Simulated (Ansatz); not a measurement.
MnO2 (CdI2 type, P-3m1), PBEsol in the plane-wave PAW code Ansatz, all energies at zero smearing, with the estimated change up to a 700 eV cutoff added, with one set of potentials and settings (totals compare only within such a set). Cell of 3 atoms (1 Mn, 2 O): -4990.371 eV.

```json
[
 {"element": "Mn", "reference phase": "I-43m, 29 atoms in the cell, spin-polarised", "E (eV/atom)": "-3868.8262"},
 {"element": "O", "reference phase": "C2/m, 4 atoms in the cell, spin-polarised", "E (eV/atom)": "-558.3554"}
]
```

Formation energy per atom, worked out: (-4990.371 − 1×(-3868.8262) − 2×(-558.3554))/3 = -1.611 eV/atom (-155 kJ per mol of atoms), at 0 K, without zero-point energy or fitted corrections.

The first step of the workflow began from a Materials Project structure, measured or hypothetical; the Crystallography Open Database copy checked does not list it. It is not the phase usual at ambient conditions (space group No. 136). The cell was relaxed with PBEsol under the symmetry of its start; of distortions, only those at the zone centre were tested. The final state is ferromagnetic, chosen from 5 collinear starts compared on coarse meshes (ties went to the first, and starts can fall back to one state), not a proven ground state. No Hubbard U is applied. A crystal of weakly bound layers computed without a dispersion correction: the cell and the soft elastic constants depend strongly on that. The references are the lowest solids computed at this level, not always the standard phases (solids in place of the gases).

Potentials: the later of the program's two PAW sets.
